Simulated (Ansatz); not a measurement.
CoMo:
```yaml
crystal:
  lattice:
    - [2.62297, 0.00000, 0.00000]
    - [0.00000, 2.62297, 0.00000]
    - [0.00000, 0.00000, 3.68050]
  atoms:
    - { symbol: Co, position: [0.00000, 0.00000, 0.00000] }
    - { symbol: Mo, position: [0.50000, 0.50000, 0.50000] }
```

Relaxed with r²SCAN. Special points in fractions of this cell's reciprocal vectors: Γ (0.000, 0.000, 0.000); X (0.000, 0.500, 0.000); M (0.500, 0.500, 0.000); Z (0.000, 0.000, 0.500); R (0.000, 0.500, 0.500); A (0.500, 0.500, 0.500).

Problem. List the band energies nearest the Fermi level at these points for plane-wave PAW r²SCAN (Ansatz code).

Solution. In eV from the Fermi level; about four levels below and three above (degenerate sets whole), none deeper than 8.9 eV; points with the same levels are listed once.

```tsv
k	below	above
Γ	-1.69 -1.69 -1.43 -0.49	0.32 3.26 3.26
X	-2.28 -2.17 -1.20 -0.85	0.77 1.92 2.59
M	-6.32 -4.55 -4.55 -4.51	0.45 0.69 2.20 2.20
Z	-1.34 -0.99 -0.99 -0.40	0.29 1.57 1.57
R	-1.79 -1.78 -1.73 -1.43	0.27 0.65 1.43
A	-3.09 -2.22 -2.22 -0.94	0.46 2.38 6.15
```

Space group P4/mmm (L1₀ or tetragonal B2). The start of the workflow was typed in or built on a structure type; neither database checked (COD, Materials Project) lists it. Whether it is the stable phase at ambient conditions was not checked. Symmetry was held in the r²SCAN relaxation; whether a distortion lowers the energy is not shown. The workflow began spin-polarised and lost its moments. Its formation energy is positive at this level, so the cell may be metastable or incomplete. Spin–orbit coupling is left out wherever it is not named.

Potentials: the later of the program's two PAW sets.
